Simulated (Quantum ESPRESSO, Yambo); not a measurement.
CsO (space group Immm, No. 71) under isotropic strain of +1 % on all lattice vectors. The PBEsol cell relaxed from Materials Project entry mp-7896 was given an isotropic strain of +1 % on all lattice vectors, and the atoms were relaxed again. Chain: PBEsol (Quantum ESPRESSO, PseudoDojo norm-conserving, 84 Ry, scalar-relativistic); G0W0 in Yambo (4×4×4 Γ-centred k mesh, 110 bands and a 6 Ry block in the screening, 110 bands in G with the Bruneval-Gonze terminator, plasmon pole fitted at 27.2 eV); BSE (4×4×4 mesh, 5 valence and 12 conduction bands, static screening with 54 bands and a 4 Ry block, scissor 1.37 eV, Tamm-Dancoff).

```
Property                                                                       Value
-----------------------------------------------  -----------------------------------
PBEsol gap (dense path)                                                      1.67 eV
PBEsol gap Γ → Γ on the GW mesh                                              1.79 eV
PBEsol smallest direct gap on the GW mesh, at Γ                              1.79 eV
G0W0 direct gap at that point                                                3.16 eV
G0W0 correction to the gap Γ → Γ                                             1.37 eV
lowest exciton                                   no binding energy given (see below)
```

Rough cost of the Yambo steps against G0W0 for 6 states: BSE about 1/5.

Convergence of the G0W0 settings was not tested. The mesh misses a band edge: along a dense path the PBEsol gap is 1.67 eV against 1.79 eV on the mesh. The BSE states are vertical excitations (zero momentum); the indirect quasiparticle gap, about 3.04 eV, is smaller than the direct one (3.16 eV on the GW mesh). The run can't give a binding energy: the direct gap on its mesh, 3.16 eV, isn't the smallest one (3.11 eV from the band path plus the scissor). Axes are Cartesian, with cell vectors (Å) (-2.16, 3.21, 3.75), (2.16, -3.21, 3.75), (2.16, 3.21, -3.75).

The structure is a Materials Project entry; no match was found in the copy of COD used, and its stability was not checked.
